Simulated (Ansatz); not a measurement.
## Pressure against volume in TaTiSi4

It was reached by relaxing an invented guess, and it needn't be the stable form of this composition.

Level of theory: DFT PBE, scalar-relativistic, plane waves, PAW in Ansatz. Settings of the last relaxation (6-atom cell): 420 eV, 10×10×10 k points, Gaussian smearing of 0.10 eV, no spin polarisation.

```yaml
crystal:
  lattice:
    - [0.00000, 4.16389, 4.31771]
    - [2.40649, 0.00000, 4.31771]
    - [2.40649, 4.16389, 0.00000]
  atoms:
    - { symbol: Ti, position: [0.75000, 0.75000, 0.75000] }
    - { symbol: Ta, position: [0.50000, 0.50000, 0.50000] }
    - { symbol: Si, position: [0.09585, 0.40415, 0.09585] }
    - { symbol: Si, position: [0.40415, 0.09585, 0.40415] }
    - { symbol: Si, position: [0.16072, 0.83928, 0.16072] }
    - { symbol: Si, position: [0.83928, 0.16072, 0.83928] }
```

The cell was set to several volumes, with shape and atoms relaxed at each where symmetry leaves them free. Pressure is positive in compression, and energies count from the lowest row. No row has a gap on its mesh.

```csv
row,V (Å³/atom),P (GPa),ΔE (meV/atom)
1,12.691,26.97,129.9
2,13.124,?,?
3,13.556,11.32,28.9
4,13.989,5.20,6.8
5,14.422,0.01,0.0
6,14.854,-4.40,6.1
7,15.287,-8.13,23.2
8,15.864,-12.19,60.2
```

Q: Find B = −V·ΔP/ΔV from rows 4 and 6 and from rows 1 and 3, and from the two its slope B′ and its value B0 at zero pressure.

A: Rows 4 and 6 give −(13.989 + 14.854)/2 × (-4.40 − (5.20))/(14.854 − 13.989) = 160.1 GPa at a mean pressure of 0.40 GPa. Rows 1 and 3 give −(12.691 + 13.556)/2 × (11.32 − (26.97))/(13.556 − 12.691) = 237.4 GPa at a mean pressure of 19.14 GPa. So B′ = (237.4 − 160.1)/(19.14 − (0.40)) = 4.12 and B0 = 160.1 − 4.12 × (0.40) = 158.5 GPa. A third-order Birch–Murnaghan fit to all the energies gives B0 = 159.0 GPa and B′ = 4.4.

Q: Estimate the pressure and energy of row 2.

A: From row 5, V0 = 14.422 × (1 + (0.01)/158.5) = 14.423 Å³/atom. Murnaghan's form P = (B0/B′)·[(V0/V)^B′ − 1] gives (158.5/4.12) × [(14.423/13.124)^4.12 − 1] = 18.28 GPa; the computed pressure is 18.51 GPa, so the estimate is off by -0.23 GPa. The work of compression from row 3, with the mean of the two pressures, gives ΔE = 28.9 + (18.28 + 11.32)/2 × (13.556 − 13.124)/160.2 × 1000 = 68.8 meV/atom (1 eV/Å³ = 160.2 GPa); the computed value is 68.9 meV/atom.

These runs have no spin–orbit coupling, which can matter for Ta. All volumes keep the k mesh of the relaxed cell. A later test with randomly moved atoms came back to the same energy, though modes that don't fit the test's cell weren't probed.
